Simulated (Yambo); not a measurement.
RPA spectrum of Si (diamond, space group Fd-3m, No. 227) on PBEsol bands in Yambo (16×16×16 mesh, 26 bands, 4 Ry local-field block, 0.2 eV broadening; field along x). CGrdSpXd merges neighbouring transition energies to save time; the report line [X-CG] gives the poles kept by one of the 4 MPI tasks, and where the merging fails may depend on that split.

| CGrdSpXd asked (%) | share reached (%) | poles used (one task) | static ε | largest change of Im ε (% of its maximum) | rough time |
|---|---|---|---|---|---|
| 100 | 100 | 2883 | 12.7 | 0.0 | 1 |
| 70 | 69 | 2017 | 12.7 | 0.1 | within a factor of two |
| 30 | 29 | 862 | 12.7 | 1.1 | within a factor of two |
| 15 | 1 | 37 | 13.4 | 28 | about 1/3 |
| 5 | 1 | 37 | 13.4 | 28 | about 1/3 |

All runs end normally. In the runs at 15 %, 5 % few poles are left or the spectrum changes by over a quarter of its peak, and no warning says so. Times are rough ratios from shared machines. The k mesh wasn't tested; the rows compare only with each other.

Geometry relaxed with PBEsol; primitive cell a = b = c = 3.8412 Å, α = β = γ = 60.00°.
